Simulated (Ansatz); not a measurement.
This is a relaxation of cell and atoms with the PAW code Ansatz on SnOS (Janus 2H monolayer); the level of theory is PBEsol. It starts from the PBE minimum.

```yaml
crystal:
  lattice:
    - [3.3606340643, 0.0, 0.0]
    - [-1.6803170322, 2.9103944725, 0.0]
    - [0.0, 0.0, 29.5065667984]
  atoms:
    - { symbol: Sn, position: [0.3333333333, 0.6666666667, 0.311812945] }
    - { symbol: O, position: [0.6666666667, 0.3333333333, 0.3493563419] }
    - { symbol: S, position: [0.6666666667, 0.3333333333, 0.2538812571] }
  periodic: [true, true, false]
kpoints:
  mp_grid: { grid: [12, 12, 1] }
hamiltonian:
  xc: pbesol
scf:
  occupations: { method: fermi_dirac, width: 0.02 }
relax:
  f_tol: 0.005
  cell: {}
```

The trajectory has 6 recorded frames, each with fractional positions and then forces in eV/Å along x, y and z. Some frames, the last among them, repeat a geometry solved again on a basis re-selected at its cell; pressure is positive in compression.

Step 1: energy 0.0 meV/atom from step 1, largest force component 0.286 eV/Å; a = 3.361 Å, b = 3.361 Å, c = 29.507 Å, α = 90.00°, β = 90.00°, γ = 120.00°
```
Sn 0.3333 0.6667 0.3118     0.000   0.000   0.047
O  0.6667 0.3333 0.3494     0.000   0.000  -0.286
S  0.6667 0.3333 0.2539     0.000   0.000   0.239
```

Step 2: energy -8.0 meV/atom from step 1, largest force component 0.117 eV/Å; a = 3.316 Å, b = 3.316 Å, c = 29.507 Å, α = 90.00°, β = 90.00°, γ = 120.00°
```
Sn 0.3333 0.6667 0.3117     0.000   0.000   0.117
O  0.6667 0.3333 0.3490     0.000   0.000  -0.044
S  0.6667 0.3333 0.2543     0.000   0.000  -0.073
```

Step 3: energy -8.2 meV/atom from step 1, largest force component 0.030 eV/Å; a = 3.314 Å, b = 3.314 Å, c = 29.507 Å, α = 90.00°, β = 90.00°, γ = 120.00°
```
Sn 0.3333 0.6667 0.3119     0.000   0.000   0.030
O  0.6667 0.3333 0.3490     0.000   0.000  -0.025
S  0.6667 0.3333 0.2542     0.000   0.000  -0.005
```

Step 4 (rejected): energy -8.2 meV/atom from step 1, largest force component 0.040 eV/Å; a = 3.316 Å, b = 3.316 Å, c = 29.507 Å, α = 90.00°, β = 90.00°, γ = 120.00°
```
Sn 0.3333 0.6667 0.3120     0.000   0.000  -0.015
O  0.6667 0.3333 0.3489     0.000   0.000   0.040
S  0.6667 0.3333 0.2542     0.000   0.000  -0.025
```

Step 5: energy -8.2 meV/atom from step 1, largest force component 0.001 eV/Å; a = 3.314 Å, b = 3.314 Å, c = 29.507 Å, α = 90.00°, β = 90.00°, γ = 120.00°
```
Sn 0.3333 0.6667 0.3120     0.000   0.000   0.000
O  0.6667 0.3333 0.3490     0.000   0.000   0.000
S  0.6667 0.3333 0.2541     0.000   0.000  -0.001
```

Step 6: energy -7.4 meV/atom from step 1, largest force component 0.001 eV/Å; a = 3.314 Å, b = 3.314 Å, c = 29.507 Å, α = 90.00°, β = 90.00°, γ = 120.00°
```
Sn 0.3333 0.6667 0.3120     0.000   0.000   0.000
O  0.6667 0.3333 0.3490     0.000   0.000   0.001
S  0.6667 0.3333 0.2541     0.000   0.000  -0.001
```

The walk took 5 steps, besides SCFs solved again on a fresh basis, and changed the area by -2.7 %. The last SCF, on a fresh basis, lies 7.4 meV an atom below the first. Final cell: the sheet's in-plane cell has a = 3.314 Å, b = 3.314 Å (γ = 120.0°), and its outermost atoms lie 2.80 Å apart along the normal. Sn has 3 O at 2.20 Å and 3 S at 2.56 Å; O has 3 Sn at 2.20 Å; S has 3 Sn at 2.56 Å.

Run as `ansatz run input.yaml --threads 4 --pin off --max-ram 5529MiB --backend cpu --events-out ev --progress --plain --runs-dir out`. Wall time 22 s on 4 threads of Arm Neoverse N1 (shared host), load about 0.2 per core; peak host memory 0.55 GiB.

Spin-unpolarised throughout. Whether this structure exists isn't addressed.
